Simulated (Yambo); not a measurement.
G0W0@LDA for KAs₄ClO₆ (space group P6/mmm, No. 191) in Yambo. Reference settings: 3×3×1 Γ-centred k mesh, 249 bands and a 6 Ry block in the screening, 249 bands in G with the Bruneval-Gonze terminator, plasmon pole fitted at 27.2 eV. The LDA gap Γ → Γ on this mesh is 3.37 eV; G0W0 gaps are taken between the same points.

Gap (Γ → Γ) in eV against the number of bands and the screening block, terminator on:

```csv
bands (W and G),2 Ry,3 Ry,4 Ry,5 Ry,6 Ry
84,5.633,5.552,5.553,5.579,5.598
112,5.353,5.280,5.301,5.336,5.361
151,5.238,5.154,5.190,5.232,5.262
200,5.175,5.079,5.123,5.171,5.204
249,5.151,5.040,5.087,5.138,5.173
```

Rough cost of the Yambo step against the reference (shared machines):

```
bands (W and G)  2 Ry  3 Ry  4 Ry  5 Ry  6 Ry
---------------  ----  ----  ----  ----  ----
84                1/5   1/5   1/4   1/4   1/4
112               1/3   1/3   1/3   1/3   1/3
151               1/2   1/2   1/2   1/2    ~1
200                ~1    ~1    ~1    ~1    ~1
249                ~1    ~1    ~1    ~1     1
```

At the largest block the last step in bands moves the gap by -0.031 eV; at the most bands the last step in the block moves it by 0.035 eV.

The mesh misses a band edge: along a dense path the LDA gap is 3.25 eV against 3.37 eV on the mesh.

Spin-orbit splittings are left out.

The standard potential for As keeps a d shell in the valence without the s and p states of that shell. In tests on such compounds this moved G0W0 gaps by up to about 0.9 eV, so absolute quasiparticle energies here are unreliable; differences between settings are what counts.

Geometry of the Materials Project entry, not relaxed at this level; primitive cell a = b = 5.2533 Å, c = 8.9458 Å, α = β = 90.00°, γ = 120.00°.
